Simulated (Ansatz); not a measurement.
# HSe₂, a known structure type with other elements, at an estimated volume

```xyz
6
Lattice="3.0831 0.0000 0.0000 -1.5416 2.6701 0.0000 0.0000 0.0000 12.1747" Properties=species:S:1:pos:R:3 pbc="T T T"
H     0.0000    1.7801    3.0437
H     1.5416    0.8900    9.1310
Se    0.0000    1.7801    7.5617
Se    1.5416    0.8900    1.4744
Se    0.0000    1.7801   10.7004
Se    1.5416    0.8900    4.6130
```

Method: PBEsol, no spin polarisation; PAW, plane waves to 420 eV, 12×12×3 Γ-centred mesh, fermi-dirac occupations (width 0.1 eV) (Ansatz 0.2.0), atoms fixed.

- Formation energy: 0.84 eV an atom against the elements' usual phases (free molecules for gases, crystals otherwise, with no correction for O₂ or N₂), so at this geometry it isn't bound against them. Relaxing would lower it.
- Contacts: H–Se at 2.37 Å: least valence density 0.20 e/Å³ and ELF 0.36 there. These are pseudo-fields; inside the PAW spheres they differ from the all-electron ones.
- Charges: Bader charges in e: H +0.08, Se -0.04. In the mean H gives up most and Se takes most.
- Electronic structure: It is a metal, with about 4.2 states/eV a cell as the mean within 0.25 eV of the Fermi level, mostly Se p (92 %).
- Stress: The pressure is -8.1 GPa (compression positive), so with the atoms held at these fractions the cell would first shrink. The principal stresses -9.5, -7.5, -7.5 GPa differ, so its shape would change too.

Origin: a known structure type with other elements, at an estimated volume, so it need not be a known compound. Caveats: many states at the Fermi level without spin polarisation, so a magnetic state may lie lower.
